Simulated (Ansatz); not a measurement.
A relaxed cell of NaTi2B6 is given with its symmetry left out. The cell was found from a structure generator's guess, not taken from experiment.

Computed with DFT PBE, scalar-relativistic, plane waves, PAW in Ansatz. Cutoff 420 eV, Γ-centred mesh, Gaussian smearing, no spin polarisation.

```
Na Ti B
1.0
     2.65765    1.53439    3.36069
    -2.65765    1.53439    3.36069
     0.00000   -3.06879    3.36069
Na Ti B
1 2 6
Direct
  0.50000 0.50000 0.50000
  0.83606 0.83606 0.83606
  0.16394 0.16394 0.16394
  0.32854 0.67146 0.00000
  0.00000 0.32854 0.67146
  0.67146 0.00000 0.32854
  0.67146 0.32854 0.00000
  0.00000 0.67146 0.32854
  0.32854 0.00000 0.67146
```

The zero of energy is the elements' standard structures at the same level; no fitted shifts are applied.

(1) Find its symmetry and describe it.

(2) How far does it lie from the elements in energy?

(3) Is it a metal?

## Answers

(1) R-3m (No. 166). Conventional cell: a = 5.315 Å, c = 10.082 Å. Around Na lie 12 B at 2.45 Å, 6 Ti at 3.07 Å and 2 Ti at 3.39 Å; Ti has 12 B at 2.40–2.47 Å, 3 Na at 3.07 Å, 3 Ti at 3.07 Å, 1 Ti at 3.31 Å and 1 Na at 3.39 Å; around B lie 3 B at 1.75–1.82 Å, 4 Ti at 2.40–2.47 Å and 2 Na at 2.45 Å.

(2) −0.43 eV/atom. It lies below the elements, which doesn't yet make it stable against other compounds or structures.

(3) Yes, bands cross the Fermi level on the 12×12×12 mesh.

The last run used a 12×12×12 mesh for its 9-atom cell and Gaussian smearing of 0.10 eV. Symmetry constrained the relaxation, so the result can be a saddle point.
